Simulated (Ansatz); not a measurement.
TaS₂:
```xyz
6
Lattice="1.6457 0.9502 11.6581 -1.6457 0.9502 11.6581 0.0000 -1.9003 11.6581" Properties=species:S:1:pos:R:3 pbc="T T T"
Ta     0.0000     0.0000     2.8530
Ta     0.0000     0.0000    32.1213
S      0.0000     0.0000     7.2675
S      0.0000     0.0000    27.7068
S      0.0000     0.0000    12.9763
S      0.0000     0.0000    21.9980
```

Relaxed with LDA.

Problem. Give the Bader charges and basin volumes of the independent atoms, DFT-LDA in the program Ansatz with PAW potentials.

Solution. 

```
atom  Bader charge (e)  Bader volume (Å³)
----  ----------------  -----------------
Ta1              +1.71               12.4
S3               -0.86               21.7
S5               -0.85               20.6
```

Space group R-3m. The workflow started from a Materials Project entry (that database holds measured and hypothetical structures alike); the Crystallography Open Database files this formula in space group No. 166, but the cells were not matched. Its standing as an ambient phase is unchecked. The cell was relaxed with LDA under the symmetry of its start; its stability against distortions is not shown here. The run is not spin-polarised. A crystal of weakly bound layers computed without a dispersion correction: the cell and the soft elastic constants depend strongly on that. Spin–orbit coupling is left out wherever it is not named.

Potentials: the later of the program's two PAW sets.
